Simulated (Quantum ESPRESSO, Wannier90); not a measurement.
# Wannierisation of TaS2 (R3m)

```
begin unit_cell_cart
ang
   -1.6688151367    2.8904726053    0.0000000000
   -3.3376302735    0.0000000000    0.0000000000
   -1.6688151367    0.9634908684    6.3284130000
end unit_cell_cart
begin atoms_frac
Ta  -0.1667500000 -0.1667500000 -0.4997500000
S    0.4181970000  0.4181970000 -0.2545910000
S   -0.4184430000 -0.4184430000  0.2553290000
end atoms_frac
```

Materials Project entry mp-10014; symmetrised, unrelaxed at this level. Not found in the COD (Crystallography Open Database) copy used, which has the formula in other groups; not checked further. Level: LDA, no spin polarisation, no spin-orbit coupling; pw.x of Quantum ESPRESSO at 47 Ry with PseudoDojo potentials, 10×10×10 k-points, Wannier90. Density: 10×10×10 mesh, cold smearing 0.01 Ry. The cell is built of weakly bound layers, chains or molecules. Database cells relaxed without dispersion often hold them too far apart, which can enlarge gaps and weakens couplings between them; spacing and stacking were not compared with the measured crystal. Spin-orbit coupling is left out although heavy elements are present.

A tight-binding model is made by disentanglement and projection with no localisation steps (num_iter = 0), so the 11 orbitals stay atom-like: hydrogen-like Ta: d; S: p, axes along x, y, z; frozen window up to 1.50 eV relative to the Fermi level. It follows pw.x to 0.6 meV rms for states up to 1.0 eV relative to the Fermi level. Matrix elements depend on this choice of orbitals and windows.

**Question.** What are the on-site energies relative to the Fermi level, and how fast do the hoppings decay?

**Answer.** 
| atom | orbitals | energy (eV) |
|---|---|---|
| Ta1 | dz2 | 1.02 |
| Ta1 | dxz dyz | 2.28 |
| Ta1 | dx2-y2 dxy | 1.09 |
| S2 | pz | -1.60 |
| S2 | px py | -1.52 |
| S3 | pz | -1.60 |
| S3 | px py | -1.52 |

| distance of the centres (Å) | largest modulus (eV) |
|---|---|
| 2–3 | 1.7 |
| 3–4 | 1.2 |
| 4–5 | 0.19 |
| 5–6 | 0.095 |
| 6–7 | 0.056 |
| 7–8 | 0.012 |
| 8–9 | 0.0088 |
| 9–10 | 0.0046 |
| 10–11 | 0.0065 |
| 11–12 | 0.0019 |
| 12–13 | 0.0013 |
